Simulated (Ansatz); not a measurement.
Stress against strain in Sc

```xyz
1
Lattice="0.0000 2.2705 2.2705 2.2705 0.0000 2.2705 2.2705 2.2705 0.0000" Properties=species:S:1:pos:R:3 pbc="T T T"
Sc    0.0000    0.0000    0.0000
```

The conventional cell has a = 4.541 Å, b = 4.541 Å, c = 4.541 Å, α = 90.00°, β = 90.00°, γ = 90.00°. Sc (atom 1) has 12 Sc at 3.21 Å as nearest neighbours.

The cell is COD entry 9008483, as deposited and not checked against the literature; nothing was relaxed.

Spin polarisation is left out, and whether a magnetic state lies lower isn't shown here.

The calculation used DFT, PBEsol, all-electron LAPW, scalar-relativistic (Ansatz 0.2.0).

The runs use a Γ-centred 12×12×12 k mesh, Fermi–Dirac smearing of 0.03 eV, basis error target 0.25 meV/atom, no spin polarisation.

The strain is applied along the Cartesian axes of the cell as listed (the other components stay zero). Fractional coordinates are held (clamped ions).

σ is the change of stress from the unstrained cell, which is at 0.47 GPa; tension is positive, so slopes are stress–strain coefficients at that pressure. In a metal the k mesh adds noise.

Only quantities that a quadratic follows smoothly over the whole series are listed; rougher ones are left out.

```csv
εzz,σzz (GPa),σxx (GPa)
-0.0200,-1.58,-0.93
-0.0100,-0.78,-0.45
0.0000,0.00,0.00
0.0200,1.53,0.85
```

(1) Fit the series and read off the stiffness at zero strain.

(2) One run, at εzz = 0.0100, is withheld. Predict its row.

Answers

(1) Least-squares fits y = p0 + p1 x + p2 x² to the rows give σzz (GPa): p1 = 77.7, p2 = -66; σxx (GPa): p1 = 44.5, p2 = -100. So C11 = 78 GPa and C12 = 44 GPa, which gives B = (C11 + 2 C12)/3 = 55 GPa.

(2) The fits give 0.77, 0.44; the run gave 0.77, 0.43.
